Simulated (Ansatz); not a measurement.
AlN (zinc blende, F-43m) at seven volumes, PBE in the plane-wave PAW code Ansatz, scaled uniformly. One row is withheld.

```json
[
 {"V (Å³/atom)": "9.711", "P (GPa)": "21.82"},
 {"V (Å³/atom)": "10.031", "P (GPa)": "13.45"},
 {"V (Å³/atom)": "10.351", "P (GPa)": "6.23"},
 {"V (Å³/atom)": "10.671", "P (GPa)": "0.00"},
 {"V (Å³/atom)": "10.991", "P (GPa)": "-5.37"},
 {"V (Å³/atom)": "11.311", "P (GPa)": "-10.01"},
 {"V (Å³/atom)": "11.631", "P (GPa)": "?"}
]
```

Problem. Fit the shown pressures and predict the withheld one.

Solution. P = (3/2)B₀(x^(7/2) − x^(5/2))[1 + (3/4)(B′ − 4)(x − 1)] with x = (V₀/V)^(2/3). Least squares on the six rows gives V₀ = 10.671 Å³/atom, B₀ = 193 GPa, B′ = 3.89. At V = 11.631, x = 0.9442 and P = -14.06 GPa. The run itself gave -14.01 GPa.

The cell was relaxed with PBE under the symmetry of its start.

Potentials: the later of the program's two PAW sets.
